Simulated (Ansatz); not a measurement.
Input and command of a calculation in Ansatz (plane waves; scalar-relativistic PAW potentials unless the input names others):

```yaml
crystal:
  lattice:
    - [5.1335152462, 0.0, 0.0]
    - [0.0, 5.1335152462, 0.0]
    - [0.0, 0.0, 6.771801104]
  atoms:
    - { symbol: Sr, position: [0.0, 0.5, 0.3306199111] }
    - { symbol: Sr, position: [0.5, 0.0, 0.6693800889] }
    - { symbol: Si, position: [0.0, 0.5, 0.8087325488] }
    - { symbol: Si, position: [0.5, 0.0, 0.1912674512] }
    - { symbol: Sn, position: [0.0, 0.0, 0.0] }
    - { symbol: Sn, position: [0.5, 0.5, 0.0] }
basis:
  ecutwfc: 420
  precision: f64
kpoints:
  mp_grid: { grid: [8, 8, 6] }
hamiltonian:
  xc: pbe
scf:
  occupations: { method: gaussian, width: 0.1 }
  eigensolver: { kind: davidson }
output:
  forces: true
  eigenvalues: true
  stress: true
accuracy: medium
```

```bash
ansatz run input.yaml --threads 1 --pin off --max-ram 2560MiB --backend cpu --events-out ev --progress --plain --runs-dir out
```

Abridged log:
```
Basis set: ecut = 420 eV, 3503 PW (Γ), exchange–correlation on 72×72×96 points (8 copies of the dense FFT grid, shifted against one another)
Bands: 34, of which v1, the nominal top of the filled ones, is band 28 counted from 1 (27 counted from 0)
Symmetry: 16 space group operations
k-points: 60 of 384
SCF iter   1: F=—  HF=-20409.333801 eV  |F-HF|=—  |Δ(HF+E_count)|=         —  Δρ=1.65e-3  dr2=1.21e-2  ethr=1.77e-3  ⟨swp⟩=14.7  Hψ=11033  notcnv=1
SCF iter   2: F=—  HF=-20409.336555 eV  |F-HF|=—  |Δ(HF+E_count)|=   2.75e-3  Δρ=1.04e-3  dr2=4.63e-3  ethr=2.16e-5  ⟨swp⟩=5.7  Hψ=5702  notcnv=0  defer=6
SCF iter   3: F=—  HF=-20409.336396 eV  |F-HF|=—  |Δ(HF+E_count)|=   1.59e-4  Δρ=3.48e-4  dr2=9.13e-4  ethr=8.26e-6  ⟨swp⟩=3.2  Hψ=3981  notcnv=0  defer=3
SCF iter   4: F=—  HF=-20409.336421 eV  |F-HF|=—  |Δ(HF+E_count)|=   2.53e-5  Δρ=1.43e-4  dr2=1.01e-4  ethr=1.63e-6  ⟨swp⟩=4.5  Hψ=4609  notcnv=0  defer=2
SCF iter   5: F=—  HF=-20409.336446 eV  |F-HF|=—  |Δ(HF+E_count)|=   2.48e-5  Δρ=5.56e-5  dr2=6.42e-6  ethr=1.22e-8  ⟨swp⟩=4.8  Hψ=9820  notcnv=0  defer=1
SCF iter   6: F=—  HF=-20409.336425 eV  |F-HF|=—  |Δ(HF+E_count)|=   2.09e-5  Δρ=1.90e-5  dr2=8.94e-7  ethr=1.15e-8  ⟨swp⟩=3.4  Hψ=4654  notcnv=0  defer=1
SCF iter   7: F=—  HF=-20409.336425 eV  |F-HF|=—  |Δ(HF+E_count)|=   2.70e-7  Δρ=6.01e-6  dr2=1.76e-7  ethr=1.60e-9  ⟨swp⟩=4.2  Hψ=4488  notcnv=0
SCF iter   8: F=-20409.336425 eV  HF=-20409.336425 eV  |F-HF|=1.15e-8  |Δ(HF+E_count)|=   2.09e-8  Δρ=1.97e-6  dr2=1.92e-8  ethr=3.15e-10  ⟨swp⟩=4.0  Hψ=4278  notcnv=0
the search or the solves at the SCF's close seem to have found levels that the self-consistency loop had missed (the run counts 1). By its estimate they hold under 1e-12 electrons; where the run keeps them, the occupations were computed again with them
SCF 1 converged in 8 iterations: F = -20409.336425 eV  dr2 = 1.92e-8
  Residual-converged pass: ⟨swp⟩=4.2  Hψ=5961  notcnv=0  max |occ|·‖R‖ = 6.6e-6 eV (tolerance 6.7e-6 eV) dr2=1.59e-8  dr2_onsite=8.40e-10  max |Δocc| = 1.5e-8
SCF converged after 8 iterations
Free energy (F): -20409.336425 eV
Harris-Foulkes:  -20409.336425 eV  (|F-HF|=1.15e-8)
Internal energy: -20409.322550 eV  (E = F + TS)
E sigma→0 (E₀):  -20409.329487 eV
Entropy (-TS):   -0.013876 eV (-2.313 meV/atom)
Fermi energy:    8.231980 eV
--- Forces (eV/Å), atoms counted from 1 ---
  atom   1  Sr     0.00000000     0.00000000     0.00509112
  atom   2  Sr     0.00000000     0.00000000    -0.00509112
  atom   3  Si     0.00000000     0.00000000     0.00531057
  atom   4  Si     0.00000000     0.00000000    -0.00531057
  atom   5  Sn     0.00000000     0.00000000     0.00000000
  atom   6  Sn     0.00000000     0.00000000     0.00000000
--- Stress (GPa, compression-positive) ---
        0.026623       0.000000       0.000000
        0.000000       0.026623       0.000000
        0.000000       0.000000       0.000457
  P = ⅓ Tr σ = 0.0179 GPa (0.179 kbar)
```

Apart from outputs, empty bands and the relaxation, which only the reference makes, the input differs from a reference run on usual settings in accuracy: not typed → "medium"; scf.eigensolver.kind: not typed → "davidson"; basis.precision: not typed → "f64". The reference, at the same geometry, ended its own course with pressure 0.02 GPa, largest force 0.005 eV/Å, no gap on the mesh. This run converged in 8 SCF iterations with an energy at zero smearing within 0.01 meV/atom of the reference's, pressure 0.02 GPa, largest force 0.005 eV/Å, no gap on the mesh.

It took 36 s on 1 thread of Arm Neoverse V1, on a shared host, peak memory 0.52 GiB.